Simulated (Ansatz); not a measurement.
**Si$_{2}$Mo: stiffness from a series of strains**

```
CELL_PARAMETERS angstrom
-1.60000 1.60000 3.93050
1.60000 -1.60000 3.93050
1.60000 1.60000 -3.93050
ATOMIC_POSITIONS crystal
Si 0.33300 0.33300 0.00000
Si 0.66700 0.66700 0.00000
Mo 0.00000 0.00000 0.00000
```

Atom numbers follow the list: Si1, Si2, Mo3.

The cell comes from COD entry 1010282, which wasn't checked; take it as a given geometry. It is an old determination, and later ones may differ.

The calculation used DFT, PBEsol, all-electron LAPW, scalar-relativistic in Ansatz 0.2.0.

Settings: a Γ-centred 16×16×16 k mesh, Fermi–Dirac smearing of 0.08 eV, basis error target 1 meV/atom, no spin polarisation.

The strain is applied along the Cartesian axes of the cell as listed (the other components stay zero). Fractional coordinates are held (clamped ions).

σ is the change of stress from the unstrained cell, which is at -2.68 GPa; tension is positive, so slopes are stress–strain coefficients at that pressure. In a metal the k mesh adds noise.

Only quantities that a quadratic follows smoothly over the whole series are listed; rougher ones are left out.

| εxx = εyy | σzz (GPa) | σxx (GPa) |
| --- | --- | --- |
| -0.0200 | -4.14 | -11.34 |
| 0.0000 | 0.00 | 0.00 |
| 0.0100 | 1.68 | 4.87 |
| 0.0200 | 3.15 | 9.26 |

**Question.** Fit the series and read off the stiffness at zero strain.

**Answer.** Least-squares fits y = p0 + p1 x + p2 x² to the rows give σzz (GPa): p1 = 182, p2 = -1200; σxx (GPa): p1 = 515, p2 = -2600. So C13 + C23 = 182 GPa and C11 + C12 = 515 GPa, for these axes.

**Question.** One run, at εxx = εyy = -0.0100, is withheld. Predict its row.

**Answer.** The fits give -1.95, -5.42; the run gave -1.93, -5.39.
